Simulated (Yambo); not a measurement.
G0W0@PBEsol for K₂AgAlCl₆ (space group Fm-3m, No. 225) in Yambo. Reference settings: 2×2×2 Γ-centred k mesh, bands 5 to 372 and a 7 Ry block in the screening, 372 bands in G with the Bruneval-Gonze terminator, plasmon pole fitted at 27.2 eV. The PBEsol gap Γ → Γ on this mesh is 2.09 eV; G0W0 gaps are taken between the same points.

```
change from the reference       G0W0 gap Γ → Γ (eV)  shift of the valence edge (eV)
------------------------------  -------------------  ------------------------------
reference settings                             4.41                           -1.36
3 Ry block                                     4.37                           -1.28
no random integration                          4.32                           -1.11
140 bands in W, 140 bands in G                 4.66                           -1.20
239 bands in W, 239 bands in G                    ?                           -1.28
pole fitted at 10 eV                           4.40                           -1.23
no terminator                                  4.30                           -1.16
239 bands in G, no terminator                  4.26                           -1.00
```

**Question.** Estimate the withheld gaps from the other rows; the computed values follow.

**Answer.** 
- 239 bands in W, 239 bands in G, G0W0 gap Γ → Γ (eV): 4.47

The reference isn't shown to be the converged limit.

Spin-orbit coupling is not included.

Geometry of the Materials Project entry, not relaxed at this level; primitive cell a = 7.174 Å, b = 7.174 Å, c = 7.174 Å, α = 60.00°, β = 60.00°, γ = 60.00°.

The structure is a Materials Project entry; no match was found in the copy of COD used, and its stability was not checked.

A shift is the quasiparticle energy of the state minus its PBEsol energy.
